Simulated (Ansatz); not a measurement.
TaN in space group P-6m2 (No. 187; Ta on 1b, N on 1e) at seven volumes, DFT-PBEsol in the program Ansatz with PAW potentials, shape and atoms relaxed at each. One row is withheld.

```tsv
V (Å³/atom)	P (GPa)
9.670	41.83
9.988	25.60
10.307	11.78
10.626	0.00
10.945	?
11.264	-18.59
11.582	-25.87
```

**Question.** Fit the shown pressures and predict the withheld one.

**Answer.** Third-order Birch–Murnaghan: P = (3/2)B₀(x^(7/2) − x^(5/2))[1 + (3/4)(B′ − 4)(x − 1)] with x = (V₀/V)^(2/3). Least squares on the six rows gives V₀ = 10.626 Å³/atom, B₀ = 361.6 GPa, B′ = 4.33. At V = 10.945, x = 0.9805 and P = -10.03 GPa. The run itself gave -10.04 GPa.

The first step of the workflow began from a Materials Project structure, measured or hypothetical; the Crystallography Open Database files this formula in space group No. 187, but the cells were not matched. It is not the phase usual at ambient conditions (space group No. 189). The PBEsol relaxation kept the symmetry of its start; its stability against distortions is not shown here. The run is not spin-polarised. Spin–orbit coupling is left out wherever it is not named.

Potentials: the earlier of the program's two PAW sets. The files were generated under PBE; for other functionals the program regenerates the frozen cores, and for LDA and PBEsol the local potential too.
